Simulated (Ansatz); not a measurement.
The start is a generated cell, SnTe built in the 4H structure type. Cell shape, volume and atoms are optimised at zero target pressure with PBE (plane waves to 420 eV, PAW, scalar-relativistic; Ansatz, an electronic-structure program). The first steps use a coarse 6×6×2 k-mesh.

Initial structure:
```yaml
crystal:
  lattice:
    - [4.88173, 0.00000, 0.00000]
    - [-2.44087, 4.22770, 0.00000]
    - [0.00000, 0.00000, 15.98154]
  atoms:
    - { symbol: Sn, position: [0.00000, 0.00000, 0.00000] }
    - { symbol: Sn, position: [0.00000, 0.00000, 0.50000] }
    - { symbol: Sn, position: [0.66667, 0.33333, 0.75018] }
    - { symbol: Sn, position: [0.33333, 0.66667, 0.25018] }
    - { symbol: Te, position: [0.00000, 0.00000, 0.81216] }
    - { symbol: Te, position: [0.00000, 0.00000, 0.31216] }
    - { symbol: Te, position: [0.66667, 0.33333, 0.56329] }
    - { symbol: Te, position: [0.33333, 0.66667, 0.06329] }
```

Which atoms feel the largest initial force, and how large is it?

0.10 eV/Å, on Te7, Te8 (atoms numbered as listed).

By how much does the energy per atom fall from start to end?

0.15 eV/atom.

How does the volume per atom move from start to end?

-0.3 %, from 41.23 to 41.10 Å³/atom.

How do the shortest distances between atoms change?

The closest pairs of elements (up to four, under 3.6 Å), start → end: Sn–Te 2.99 → 3.00 Å.

What band gap does the relaxed structure have at this level?

0.67 eV, indirect (valence top at K, conduction bottom at k = (0.1429, 0.1429, 0.3333)) (no spin-orbit coupling).

Give the final cell and atomic positions.


Space group P6₃mc (No. 186); a = b = 5.438 Å, c = 12.839 Å, α = β = 90.00°, γ = 120.00°

```tsv
atom	site	symmetry	x	y	z
Sn	2a	3m.	0.0000	0.0000	0.0255
Sn	2b	3m.	0.3333	0.6667	0.2726
Te	2a	3m.	0.0000	0.0000	0.2888
Te	2b	3m.	0.3333	0.6667	0.0387
```

The space group stays P6₃mc (No. 186) (the run could not lower it), with 8 atoms in the primitive cell. Final values are on a 7×7×3 k-mesh of the relaxed cell. No spin polarisation in the result. Spin-orbit coupling is missing; with elements this heavy it can move band edges by tenths of an eV or more.

The run could not lose the symmetry of its start: the end is stationary, and may be a saddle point rather than a minimum.

The relaxed structure here is a generated cell of SnTe: the first start was made by placing the elements on the sites of a structure type, and the end was not matched to a known phase here, so it may be hypothetical. Known forms of SnTe include space group No. 225.
